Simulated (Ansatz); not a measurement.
The relaxed structure here is a generated cell of Sn: the first start was made by placing the elements on the sites of a structure type, and the end was not matched to a known phase here, so it may be hypothetical. Known forms of Sn include space group No. 141, 227.

One starting cell of Sn (a generated trial cell of Sn in the lonsdaleite structure type) was relaxed twice with Ansatz (plane waves, PAW, scalar-relativistic): with r2SCAN at 500 eV and with PBE at 420 eV. The r2SCAN result:

```cif
data_Sn4
_chemical_formula_sum 'Sn4'
_space_group_name_H-M_alt 'P 1'
_space_group_IT_number 1
_cell_length_a 4.62941
_cell_length_b 4.62941
_cell_length_c 7.62668
_cell_angle_alpha 90.000
_cell_angle_beta 90.000
_cell_angle_gamma 120.000
loop_
_space_group_symop_operation_xyz
  'x, y, z'
loop_
_atom_site_label
_atom_site_type_symbol
_atom_site_fract_x
_atom_site_fract_y
_atom_site_fract_z
_atom_site_occupancy
Sn1 Sn 0.33333 0.66667 0.06289 1
Sn2 Sn 0.66667 0.33333 0.56289 1
Sn3 Sn 0.66667 0.33333 0.93711 1
Sn4 Sn 0.33333 0.66667 0.43711 1
```

| quantity | r2SCAN | PBE |
|---|---|---|
| space group | P6₃/mmc | P6₃/mmc |
| volume (Å³/atom) | 35.39 | (withheld) |
| a (Å) | 4.629 | (withheld) |
| c (Å) | 7.627 | (withheld) |
| gap (eV, no spin-orbit coupling) | 0.00 | (withheld) |

Task: What does PBE give for the same quantities?

Result: 
- volume (Å³/atom), PBE: 36.76
- a (Å), PBE: 4.692
- c (Å), PBE: 7.714
- gap (eV, no spin-orbit coupling), PBE: 0.00

Both levels end in the same structure; PBE's volume is 3.9 % larger. Neither column is exact.

No spin polarisation in the result.

The run could not lose the symmetry of its start; a randomly shaken copy of 8 atoms returns to this structure.

Ansatz is a first-principles code.
